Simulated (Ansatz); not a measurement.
Starting cell, WSi₂ (MoSi2 type, space group I4/mmm):

```
WSi2
1.0
   -1.60615     1.60615     3.90288
    1.60615    -1.60615     3.90288
    1.60615     1.60615    -3.90288
W Si
1 2
Direct
  0.00000   0.00000   0.00000
  0.33486   0.33486   0.00000
  0.66514   0.66514   0.00000
```

In this cell atom 1 (W, nearest neighbour Si at 2.612 Å; its periodic images, 3.2 Å or more away, move with it) is moved by u·(0.707, 0.707, 0.000) + v·(0.000, 0.000, 1.000); the rest is frozen.

The numbers are results of r2SCAN (plane waves to 500 eV, PAW, scalar-relativistic; Ansatz, a program for electronic structure), not measurements. k mesh 16×16×16 (Γ-centred), Fermi-Dirac smearing 0.05 eV. E stands for the smeared free energy. Compression counts positive. With partly filled bands, energies and forces of such displacements shift with the k mesh and the smearing. Spin-orbit coupling is left out, though W is heavy. The PAW data are Ansatz's earlier set. WSi2 is run without spin polarisation. WSi2 was relaxed with its symmetry unable to fall. The zero of ΔE is the undisplaced structure. Axes are in Å.

ΔE (eV/cell), with u across and v down:

```csv
v \ u,-0.390,-0.195,0.000,0.195,0.390
-0.390,2.541,1.546,1.272,1.546,2.541
-0.195,1.385,0.535,0.298,0.535,1.385
0.000,1.017,0.222,0.000,0.222,1.017
0.195,1.385,0.535,0.298,0.535,1.385
0.390,2.541,1.546,1.272,1.546,2.541
```

P (GPa), with u across and v down:

| v \ u | -0.390 | -0.195 | 0.000 | 0.195 | 0.390 |
|---|---|---|---|---|---|
| -0.390 | 30.0 | 19.9 | 16.7 | 19.9 | 30.0 |
| -0.195 | 17.2 | 7.3 | 4.1 | 7.3 | 17.2 |
| 0.000 | 13.0 | 3.2 | 0.0 | 3.2 | 13.0 |
| 0.195 | 17.2 | 7.3 | 4.1 | 7.3 | 17.2 |
| 0.390 | 30.0 | 19.9 | 16.7 | 19.9 | 30.0 |

Derived quantities:

- Principal force constants in the plane (five-point differences of the forces) = 11.2 and 15.3 eV/Å²
- Softest direction at the centre = along u
- Centre of the map = a minimum
- Lowest place on the grid = u = 0.000 Å, v = 0.000 Å (0 meV/cell)
- Highest place on the grid, met at several equal points = u = -0.390 Å, v = -0.390 Å; u = 0.390 Å, v = -0.390 Å; u = -0.390 Å, v = 0.390 Å; u = 0.390 Å, v = 0.390 Å (2541 meV/cell)

The 25 points together took very roughly 80 core-minutes.

(For displaced atoms, the force is minus the slope of the energy, and its curvature is a force constant, which sets phonon frequencies.)
